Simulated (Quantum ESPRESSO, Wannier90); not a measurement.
**Wannierisation of ZrN (NiAs type)**

```xyz
4
Lattice="3.1872 0.0000 0.0000 -1.5936 2.7602 0.0000 0.0000 0.0000 5.4902" Properties=species:S:1:pos:R:3 pbc="T T T"
Zr     1.5936    -0.9201     1.3725
Zr    -1.5936     0.9201    -1.3725
N      0.0000     0.0000     0.0000
N      0.0000     0.0000     2.7451
```

Materials Project entry mp-1093992; symmetrised, unrelaxed at this level. Not found in the COD (Crystallography Open Database) copy used, which has the formula in other groups; not checked further. Method: PBEsol plane waves in Quantum ESPRESSO 7.5 (PseudoDojo norm-conserving files, 68 Ry, spinors with spin-orbit coupling), Bloch states on a 6×6×4 mesh through Γ, Wannier90 4.0.1. Density: 12×12×6 mesh, cold smearing 0.01 Ry.

A tight-binding model is made by disentanglement and projection with no localisation steps (num_iter = 0), so the 32 orbitals stay atom-like: hydrogen-like Zr: d; N: p, axes along x, y, z; frozen window up to 1.50 eV relative to the Fermi level. It follows pw.x to 8.2 meV rms for states up to 1.0 eV relative to the Fermi level. Matrix elements depend on this choice of orbitals and windows.

Task: What are the on-site energies relative to the Fermi level, and how fast do the hoppings decay?

Result: 
```
atom                   orbitals  energy (eV)
----  -------------------------  -----------
Zr1                   dz2↑ dz2↓         1.77
Zr1         dxz↑ dxz↓ dyz↑ dyz↓         3.47
Zr1   dx2-y2↑ dx2-y2↓ dxy↑ dxy↓         2.09
Zr2                   dz2↑ dz2↓         1.76
Zr2         dxz↑ dxz↓ dyz↑ dyz↓         3.47
Zr2   dx2-y2↑ dx2-y2↓ dxy↑ dxy↓         2.09
N3                      pz↑ pz↓        -2.45
N3              px↑ px↓ py↑ py↓        -2.52
N4                      pz↑ pz↓        -2.45
N4              px↑ px↓ py↑ py↓        -2.52
```

| distance of the centres (Å) | largest modulus (eV) |
|---|---|
| 2–3 | 1.7 |
| 3–4 | 0.79 |
| 4–5 | 0.13 |
| 5–6 | 0.075 |
| 6–7 | 0.057 |
| 7–8 | 0.012 |
